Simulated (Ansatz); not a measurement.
# Ionic part of the dielectric constant of AlGa₂P₃, mode by mode

Theory: DFT PBE, scalar-relativistic, plane waves, PAW (Ansatz 0.2.0). Cutoff 420 eV, 10×10×10 k-points (Γ-centred), fixed occupations. No spin polarisation. Phonons by linear response, acoustic sum rule imposed.

Space group I-4m2 (No. 119), tetragonal, a = 3.895 Å, c = 16.511 Å. Al has 4 P at 2.38 Å; around Ga lie 4 P at 2.38–2.39 Å; around P on a site of symmetry 2mm lie 2 Al at 2.38 Å and 2 Ga at 2.39 Å; P on a site of symmetry -4m2 has 4 Ga at 2.38 Å.

The structure comes from a generated guess, relaxed at this level; another structure or a mixture of phases may lie lower.

The primitive cell has V = 125.27 Å³ and ε∞,zz = 9.692. Each polar mode adds Δε = (4.92064×10⁷/V)·S/ν² along z, with S its oscillator strength in e²/amu, ν in cm⁻¹ and V in Å³.

Problem. From these modes, find each Δε and ε0,zz.
| ν (cm⁻¹) | S_zz (e²/amu) |
| --- | --- |
| 249.26 | 0.03568 |
| 353.08 | 0.3963 |
| 434.99 | 0.3971 |

Solution.
```tsv
ν (cm⁻¹)	Δε
249.26	0.23
353.08	1.25
434.99	0.82
```

The sum is 2.30, so ε0,zz = 11.99; the run's tensor has 11.99.

Problem. Where do the longitudinal modes lie for a wave vector along z?

Solution. At 251.34, 370.30, 457.51 cm⁻¹. The Lyddane–Sachs–Teller product Π(ν_LO/ν_TO)² = 1.24 agrees with ε0/ε∞ = 1.24.
